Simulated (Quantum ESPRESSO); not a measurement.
## AlInSc5Mg (input and log of a self-consistent run)

Simulated, not a measurement. The program is pw.x of Quantum ESPRESSO 7.5 (plane-wave density functional theory). The cell is made up: eight metal atoms on a hexagonal close-packed lattice, with elements, volume, strain and displacements drawn at random and not relaxed, so it may be unstable or far from any real phase. PseudoDojo standard norm-conserving files set the functional (PBE unless stated); there is no spin polarisation or spin-orbit coupling, the Fermi-Dirac width of 0.25 eV means electrons at about 2900 K, and the masses in the input are unused placeholders. A spin test at this wide smearing found no moment, but such smearing suppresses magnetism that the real alloy may have.

Input:

```
&control calculation='scf', pseudo_dir='./dojo.nc.sr.pbe.v0_5.standard.upf', outdir='./o', disk_io='minimal', tprnfor=.true., tstress=.true. /
&system ibrav=0, nat=8, ntyp=4, nbnd=55, ecutwfc=84.00895049, nosym=.true., tot_charge=0,
 occupations='smearing', smearing='fd', degauss=0.0183746611
/
&electrons conv_thr=1.470e-08, electron_maxstep=70, mixing_beta=0.5 /
ATOMIC_SPECIES
Al 1.0 Al.upf
In 1.0 In.upf
Mg 1.0 Mg.upf
Sc 1.0 Sc.upf
CELL_PARAMETERS angstrom
0.0213 -0.0332 5.194
6.4195 -0.0238 0.0268
-3.2303 5.719 -0.0495
ATOMIC_POSITIONS angstrom
Al -0.0336 0.0083 0.0246
In -1.6141 2.8461 -0.0387
Sc 3.2319 -0.0825 0.078
Sc 1.6004 2.8323 0.0163
Sc 0.0003 1.8873 2.546
Mg -1.6142 4.755 2.5657
Sc 3.1658 1.8811 2.5876
Sc 1.6164 4.7789 2.5886
K_POINTS automatic
5 4 4 1 1 1
```

The log is shortened where brackets say so; the opening notice, blank lines, dates and the lines on written files are dropped, and the path of the files is cut. It prints rydbergs, bohrs and kilobars, and counts compression as positive stress. Its total energy is the free energy E - TS of the whole cell.

```
     Program PWSCF v.7.5
     Parallel version (MPI & OpenMP), running on       4 processor cores
     Number of MPI processes:                 4
     Threads/MPI process:                     1
     [start-up lines left out]
     bravais-lattice index     =            0
     lattice parameter (alat)  =       9.8155  a.u.
     unit-cell volume          =    1284.0576 (a.u.)^3
     number of atoms/cell      =            8
     number of atomic types    =            4
     number of electrons       =        81.00
     number of Kohn-Sham states=           55
     kinetic-energy cutoff     =      84.0090  Ry
     charge density cutoff     =     336.0358  Ry
     scf convergence threshold =      1.5E-08
     mixing beta               =       0.5000
     number of iterations used =            8  plain     mixing
     Exchange-correlation= PBE
                           (   1   4   3   4   0   0   0)
     [axes and pseudopotential details left out]
   Cartesian axes
     site n.     atom                  positions (alat units)
         1        Al     tau(   1) = (  -0.0064688   0.0015980   0.0047361  )
         2        In     tau(   2) = (  -0.3107535   0.5479434  -0.0074507  )
         3        Sc     tau(   3) = (   0.6222193  -0.0158833   0.0150169  )
         4        Sc     tau(   4) = (   0.3081159   0.5452865   0.0031381  )
         5        Sc     tau(   5) = (   0.0000578   0.3633511   0.4901668  )
         6        Mg     tau(   6) = (  -0.3107727   0.9154530   0.4939596  )
         7        Sc     tau(   7) = (   0.6094934   0.3621574   0.4981759  )
         8        Sc     tau(   8) = (   0.3111963   0.9200543   0.4983684  )
     number of k points=    40  Fermi-Dirac smearing, width (Ry)=  0.0184
                       cart. coord. in units 2pi/alat
        k(    1) = (   0.1013561   0.1716495   0.1006844), wk =   0.0500000
        k(    2) = (   0.1021937   0.3991918   0.1021354), wk =   0.0500000
     [further k points left out]
     Dense  grid:   133585 G-vectors     FFT dimensions: (  60,  72,  75)
     Estimated max dynamical RAM per process >     340.89 MB
     Estimated total dynamical RAM >       1.24 GB
     Initial potential from superposition of free atoms
     starting charge      80.9797, renormalised to      81.0000
     Starting wfcs are   68 randomized atomic wfcs
     total cpu time spent up to now is        4.1 secs
     per-process dynamical memory:   250.8 Mb
     Self-consistent Calculation
     iteration #  1     ecut=    84.01 Ry     beta= 0.50
     Davidson diagonalization with overlap
     ethr =  1.00E-02,  avg # of iterations =  2.7
     Threshold (ethr) on eigenvalues was too large:
     Diagonalizing with lowered threshold
     Davidson diagonalization with overlap
     ethr =  3.06E-04,  avg # of iterations =  5.2
     total cpu time spent up to now is       19.8 secs
     total energy              =    -740.33853812 Ry
     estimated scf accuracy    <       0.22698274 Ry
     iteration #  2     ecut=    84.01 Ry     beta= 0.50
     Davidson diagonalization with overlap
     ethr =  2.80E-04,  avg # of iterations =  6.0
     total cpu time spent up to now is       28.2 secs
     total energy              =    -740.34160543 Ry
     estimated scf accuracy    <       0.43632209 Ry
     iteration #  3     ecut=    84.01 Ry     beta= 0.50
     Davidson diagonalization with overlap
     ethr =  2.80E-04,  avg # of iterations =  5.9
     total cpu time spent up to now is       36.1 secs
     total energy              =    -740.40085793 Ry
     estimated scf accuracy    <       0.09644719 Ry
     iteration #  4     ecut=    84.01 Ry     beta= 0.50
     Davidson diagonalization with overlap
     ethr =  1.19E-04,  avg # of iterations =  4.5
     total cpu time spent up to now is       42.9 secs
     total energy              =    -740.41191278 Ry
     estimated scf accuracy    <       0.02549549 Ry
     iteration #  5     ecut=    84.01 Ry     beta= 0.50
     Davidson diagonalization with overlap
     ethr =  3.15E-05,  avg # of iterations =  6.5
     total cpu time spent up to now is       50.8 secs
     total energy              =    -740.41412508 Ry
     estimated scf accuracy    <       0.03375353 Ry
     [iterations 6 to 10 left out]
     iteration # 11     ecut=    84.01 Ry     beta= 0.50
     Davidson diagonalization with overlap
     ethr =  1.56E-08,  avg # of iterations =  6.5
     total cpu time spent up to now is      102.0 secs
     total energy              =    -740.41773810 Ry
     estimated scf accuracy    <       0.00000206 Ry
     iteration # 12     ecut=    84.01 Ry     beta= 0.50
     Davidson diagonalization with overlap
     ethr =  2.55E-09,  avg # of iterations =  5.3
     total cpu time spent up to now is      109.2 secs
     total energy              =    -740.41773837 Ry
     estimated scf accuracy    <       0.00000029 Ry
     iteration # 13     ecut=    84.01 Ry     beta= 0.50
     Davidson diagonalization with overlap
     ethr =  3.53E-10,  avg # of iterations =  5.7
     total cpu time spent up to now is      117.3 secs
     total energy              =    -740.41773844 Ry
     estimated scf accuracy    <       0.00000003 Ry
     iteration # 14     ecut=    84.01 Ry     beta= 0.50
     Davidson diagonalization with overlap
     ethr =  3.88E-11,  avg # of iterations =  5.9
     total cpu time spent up to now is      125.3 secs
     total energy              =    -740.41773845 Ry
     estimated scf accuracy    <       0.00000002 Ry
     iteration # 15     ecut=    84.01 Ry     beta= 0.50
     Davidson diagonalization with overlap
     ethr =  3.00E-11,  avg # of iterations =  2.1
     total cpu time spent up to now is      131.6 secs
     End of self-consistent calculation
     [lines on levels left out]
!    total energy              =    -740.41773845 Ry
     estimated scf accuracy    <          8.5E-09 Ry
     smearing contrib. (-TS)   =      -0.14609826 Ry
     internal energy E=F+TS    =    -740.27164018 Ry
     The total energy is F=E-TS. E is the sum of the following terms:
     one-electron contribution =    -340.72568355 Ry
     hartree contribution      =     189.27857843 Ry
     xc contribution           =    -138.94571294 Ry
     ewald contribution        =    -449.87882213 Ry
     convergence has been achieved in  15 iterations
     Forces acting on atoms (cartesian axes, Ry/au):
     atom    1 type  1   force =    -0.00900950    0.00306275   -0.00202928
     atom    2 type  2   force =    -0.00641166   -0.01012634    0.00040439
     atom    3 type  4   force =    -0.00031614    0.01453851   -0.00859704
     atom    4 type  4   force =     0.00613645    0.00559803   -0.00681615
     atom    5 type  4   force =    -0.00240612   -0.00545976    0.00488169
     atom    6 type  3   force =    -0.00225469    0.00285575    0.00356793
     atom    7 type  4   force =     0.00799834   -0.00289452    0.00530669
     atom    8 type  4   force =     0.00626332   -0.00757441    0.00328177
     Total force =     0.030538     Total SCF correction =     0.000219
     Computing stress (Cartesian axis) and pressure
          total   stress  (Ry/bohr**3)                   (kbar)     P=      -14.80
  -0.00004527  -0.00006428  -0.00001154           -6.66       -9.46       -1.70
  -0.00006428  -0.00013372   0.00001652           -9.46      -19.67        2.43
  -0.00001154   0.00001652  -0.00012276           -1.70        2.43      -18.06
     init_run     :      3.84s CPU      3.99s WALL (       1 calls)
     electrons    :    125.10s CPU    127.46s WALL (       1 calls)
     forces       :      1.25s CPU      1.25s WALL (       1 calls)
     stress       :      3.81s CPU      3.84s WALL (       1 calls)
     [timing details left out]
     PWSCF        :   2m14.12s CPU   2m16.67s WALL
     JOB DONE.
```

In other units: free energy -10073.897 eV for the cell, pressure -1.48 GPa, largest force component 0.374 eV/Å in size. The run took 138 s of wall time with four MPI processes on a shared machine (AMD EPYC, Zen 5, virtual cores), so the time is rough. A rerun of this cell at a higher cutoff and on a denser mesh moved values by no more than 0.005 eV in energy, 0.07 GPa in stress and 0.007 eV/Å in force, and a second program with other atomic files agreed on that cell to 2 % rms in force and 0.5 GPa in pressure.